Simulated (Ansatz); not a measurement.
# Ca$_{2}$Zn$_{5}$Pb: reading a single point

```xyz
16
Lattice="4.4459 0.0000 0.0000 2.2229 -8.2491 0.0000 0.0000 0.0000 -9.0208" Properties=species:S:1:pos:R:3 pbc="T T T"
Ca    4.4459   -3.3836   -6.7656
Ca    2.2229   -4.8655   -2.2552
Ca    0.0000    0.0000    0.0000
Ca    0.0000    0.0000   -4.5104
Pb    2.2229   -0.9053   -6.7656
Pb    4.4459   -7.3439   -2.2552
Zn    2.2229   -5.1994   -8.0373
Zn    4.4459   -3.0497   -3.5269
Zn    4.4459   -3.0497   -0.9835
Zn    2.2229   -5.1994   -5.4939
Zn    2.2229   -2.6028   -8.8888
Zn    4.4459   -5.6464   -4.3784
Zn    4.4459   -5.6464   -0.1320
Zn    2.2229   -2.6028   -4.6424
Zn    4.4459   -6.4983   -6.7656
Zn    2.2229   -1.7508   -2.2552
```

Level: PBE, no spin polarisation; 420 eV; 7×7×4 Γ-centred mesh; fermi-dirac occupations (width 0.1 eV); Ansatz 0.2.0, fixed geometry.

(1) Metal or insulator?

(2) What is the formation energy?

(3) Describe some of the short contacts.

(4) Which element gives electrons and which takes them?

(5) Which atom feels the largest force, and which way?

Origin: a known structure type with other elements, at an estimated volume, so it need not be a known compound.

Answers

(1) It is a metal, with about 8.5 states/eV a cell as the mean within 0.25 eV of the Fermi level.

(2) -0.26 eV an atom against the elements' usual phases (free molecules for gases, crystals otherwise, with no correction for O₂ or N₂), so it is bound against them; other compounds may still compete. Relaxing would lower it.

(3) Zn–Zn at 2.53 Å: least valence density 0.29 e/Å³ and ELF 0.34 there. Pb–Zn at 2.66 Å: least valence density 0.33 e/Å³ and ELF 0.33 there. Ca–Zn at 3.11 Å: least valence density 0.10 e/Å³ and ELF 0.09 there. These are pseudo-fields; inside the PAW spheres they differ from the all-electron ones.

(4) Bader charges in e: Ca +1.31, Zn -0.38 to -0.14, Pb -1.02. In the mean Ca gives up most and Pb takes most.

(5) The largest is on Zn15 (and as large on other atoms): 0.36 eV/Å, components (0.00, 0.36, 0.00). It makes 70° with the line to a nearest neighbour, Zn12 at 2.53 Å.
